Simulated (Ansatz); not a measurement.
The relaxed structure here is a generated cell of FeNi: the first start was made by a random draw of sites in a space group, and the end was not matched to a known phase here, so it may be hypothetical.

A relaxed cell of FeNi (I4₁/amd (No. 141)), relaxed on a k-mesh at least as fine as the one used below. All values below come from PBE (plane waves to 420 eV, PAW, scalar-relativistic; Ansatz, a quantum-chemistry and plane-wave program). Γ-centred k-mesh 8×8×8 on the run's cell (coarser than for final values), Fermi–Dirac smearing 0.05 eV.

```
CELL_PARAMETERS angstrom
     -2.90778     2.90778     2.70808
      2.90778    -2.90778     2.70808
      2.90778     2.90778    -2.70808
ATOMIC_POSITIONS crystal
  Fe 0.37500 0.62500 0.75000
  Fe 0.87500 0.62500 0.25000
  Fe 0.37500 0.12500 0.75000
  Fe 0.37500 0.62500 0.25000
  Ni 0.37500 0.12500 0.25000
  Ni 0.87500 0.12500 0.75000
  Ni 0.87500 0.12500 0.25000
  Ni 0.87500 0.62500 0.75000
```
Spin-polarised start, with parallel moments on Fe.

The atoms are displaced by (Å):

| atom | ux | uy | uz |
|---|---|---|---|
| Fe1 | -0.100 | 0.007 | 0.089 |
| Fe2 | 0.025 | 0.002 | 0.079 |
| Fe3 | 0.078 | 0.018 | -0.104 |
| Fe4 | -0.118 | -0.025 | 0.006 |
| Ni5 | -0.024 | 0.020 | 0.021 |
| Ni6 | -0.178 | 0.041 | 0.008 |
| Ni7 | 0.067 | 0.040 | -0.090 |
| Ni8 | -0.036 | 0.114 | 0.070 |

Q: What forces (eV/Å) and pressure result?

A: 
```json
[
 {"atom": "Fe1", "Fx": "-0.09", "Fy": "0.21", "Fz": "0.00"},
 {"atom": "Fe2", "Fx": "-0.67", "Fy": "0.19", "Fz": "-0.44"},
 {"atom": "Fe3", "Fx": "-1.12", "Fy": "0.65", "Fz": "1.56"},
 {"atom": "Fe4", "Fx": "0.54", "Fy": "-0.22", "Fz": "-0.16"},
 {"atom": "Ni5", "Fx": "0.96", "Fy": "0.48", "Fz": "-0.35"},
 {"atom": "Ni6", "Fx": "1.71", "Fy": "-0.41", "Fz": "-1.04"},
 {"atom": "Ni7", "Fx": "-0.65", "Fy": "-0.85", "Fz": "1.30"},
 {"atom": "Ni8", "Fx": "-0.68", "Fy": "-0.05", "Fz": "-0.86"}
]
```

Pressure +2.3 GPa.

Q: Estimate the energy cost of the displacement in the harmonic approximation and compare with the calculation.

A: For a harmonic well ΔE = −½ Σ F·u = 0.461 eV a cell, or 58 meV/atom. The calculated energy relative to the undisplaced cell is +0.05 eV/atom, so the harmonic estimate holds well.

The undisplaced cell is probably no minimum: from this displacement the run went on to Fdd2 (No. 43), 0.03 eV/atom below it.

Spin state reached: ferromagnetic (net 1.66 μB/atom), from parallel starting moments; other spin orders were not run from this start.
